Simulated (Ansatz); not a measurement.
Space group Pm-3m (No. 221). a = 4.227 Å, b = 4.227 Å, c = 4.227 Å, α = 90.00°, β = 90.00°, γ = 90.00°
| atom | site | symmetry | x | y | z |
| --- | --- | --- | --- | --- | --- |
| Ba | 1a | m-3m | 0.0000 | 0.0000 | 0.0000 |
| Zr | 1b | m-3m | 0.5000 | 0.5000 | 0.5000 |
| O | 3c | 4/mm.m | 0.0000 | 0.5000 | 0.5000 |

Equation of state of this BaZrO3 structure (not necessarily the ground state), with shape and atoms relaxed at each volume where symmetry leaves them free. These are results of DFT PBE, scalar-relativistic, plane waves, PAW (Ansatz), not measurements.

Settings: cutoff 420 eV, Γ-centred mesh 6×6×6 on the computed 5-atom cell, Gaussian smearing of 0.02 eV; no spin polarisation.

| V (Å³/atom) | E − E(largest V) (meV/atom) | P (GPa) | gap on mesh (eV) |
| --- | --- | --- | --- |
| 14.201 | 5.62 | 10.62 | 3.32 |
| 14.654 | -16.03 | 4.88 | 3.25 |
| 15.107 | -22.78 | 0.01 | 3.18 |
| 15.560 | -16.78 | -4.13 | 3.11 |
| 16.013 | 0.00 | -7.66 | 3.04 |

Problem. Fit a third-order Birch–Murnaghan equation to E(V).

Solution. V0 = 15.11 Å³/atom, B0 = 149 GPa, B0' = 4.4.

Spin-orbit coupling is left out, which matters for the bands of heavy elements.